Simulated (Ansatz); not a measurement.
Zr$_{2}$SiN:
Space group P6₃/mmc (No. 194); a = 3.2624 Å, b = 3.2624 Å, c = 13.4191 Å, α = 90.00°, β = 90.00°, γ = 120.00°

```json
[
 {"atom": "Zr", "site": "4f", "symmetry": "3m.", "x": "0.3333", "y": "0.6667", "z": "0.0958"},
 {"atom": "Si", "site": "2d", "symmetry": "-6m2", "x": "0.6667", "y": "0.3333", "z": "0.2500"},
 {"atom": "N", "site": "2a", "symmetry": "-3m.", "x": "0.0000", "y": "0.0000", "z": "0.0000"}
]
```

Relaxed with r²SCAN.

Task: Tabulate the valence density and the electron localisation function along the shortest Zr–N contact (2.28 Å), DFT-r²SCAN in the program Ansatz with PAW potentials.

Result: 

| distance from Zr (Å) | density (e/Å³) | ELF |
|---|---|---|
| 0.23 | 4.00 | 0.30 |
| 0.34 | 4.24 | 0.55 |
| 0.46 | 4.00 | 0.72 |
| 0.57 | 3.28 | 0.78 |
| 0.68 | 2.35 | 0.76 |
| 0.80 | 1.51 | 0.64 |
| 0.91 | 0.91 | 0.41 |
| 1.03 | 0.59 | 0.21 |
| 1.14 | 0.47 | 0.17 |
| 1.25 | 0.48 | 0.28 |
| 1.37 | 0.61 | 0.54 |
| 1.48 | 0.85 | 0.74 |
| 1.60 | 1.22 | 0.80 |
| 1.71 | 1.82 | 0.79 |
| 1.82 | 2.59 | 0.71 |
| 1.94 | 3.20 | 0.51 |
| 2.05 | 3.41 | 0.23 |

The density is the valence pseudo-density with augmentation charge, so density and ELF within about 1 Å of a nucleus are not all-electron values.

Space group P6_3/mmc. The start of the workflow was typed in or built on a structure type; neither database checked (COD, Materials Project) lists it. Its standing as an ambient phase is unchecked. The cell was relaxed with r²SCAN under the symmetry of its start; whether a distortion lowers the energy is not shown. The run is not spin-polarised.

Potentials: the earlier of the program's two PAW sets.
